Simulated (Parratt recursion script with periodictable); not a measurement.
Neutron reflectivity of single films on Al2O3: where the minima fall

Method: specular neutron reflectivity, Parratt recursion, Névot-Croce roughness, natural isotopes, no magnetic scattering (Parratt recursion script with periodictable 1.7.1).

Neutron wavelength 5.5 Å. Q is scanned from 0.004 to 0.3 Å⁻¹ in 600 evenly spaced points, and the curve is smoothed with a Gaussian of 0.001 Å⁻¹ full width. A minimum is a scan point below both neighbours, placed by a parabola through ln R at the three points.

Each run is one film on Al2O3 (density 3.873 g/cm³, ρ = 5.562 × 10⁻⁶ Å⁻², rms roughness 2.3 Å) under vacuum. The film surface has an rms roughness of 2.7 Å in all runs. ρ and ρ″ are the real and imaginary parts of the scattering length density. The table lists all minima between 0.035 and 0.125 Å⁻¹.

| run | film | thickness d (Å) | density (g/cm³) | ρ (10⁻⁶ Å⁻²) | ρ″ (10⁻⁶ Å⁻²) | minima at Q (Å⁻¹) |
|---|---|---|---|---|---|---|
| A | Rh | 400 | 11.654 | 4.024 | 0.02746 | 0.0420, 0.0570, 0.0722, 0.0877, 0.1032, 0.1187 |
| B | Rh | 200 | 11.654 | 4.024 | 0.02746 | ? |

Densities are inputs, not measurements. They were set from computed cells of the Materials Project: Rh from entry mp-74 (Fm-3m, 12.398 g/cm³, taken at 94 %); Al2O3 from entry mp-1143 (R-3c, 3.873 g/cm³). A layer's crystal structure does not enter its constants, only its composition and density.

### Question
How many minima does run B have between 0.035 and 0.125 Å⁻¹, and where?

### Answer
Inside a film the fringe order is m = (d/2π)(Q² − 16πρ)^½, with the film's own ρ. Where the film's ρ lies between zero and the substrate's, its two faces reflect with the same sign, and minima are expected at half-integer m.

- Run A, ρ between zero and the substrate's: the minima give m = 2.52, 3.51, 4.51, 5.51, 6.51, 7.50.

In run B the film's ρ lies between zero and the substrate's, so take half-integer m. The window runs from m = 1.02 to 3.95 and holds m = 1.5, 2.5, 3.5. Then Q² = 16πρ + (2πm/d)² gives Q = 0.0492, 0.0798, 0.1109 Å⁻¹.

The run has 3 minima, at 0.0500, 0.0803, 0.1112 Å⁻¹. The largest distance from one of them to an estimated minimum is 0.0008 Å⁻¹, against a mean spacing of 0.0306 Å⁻¹.
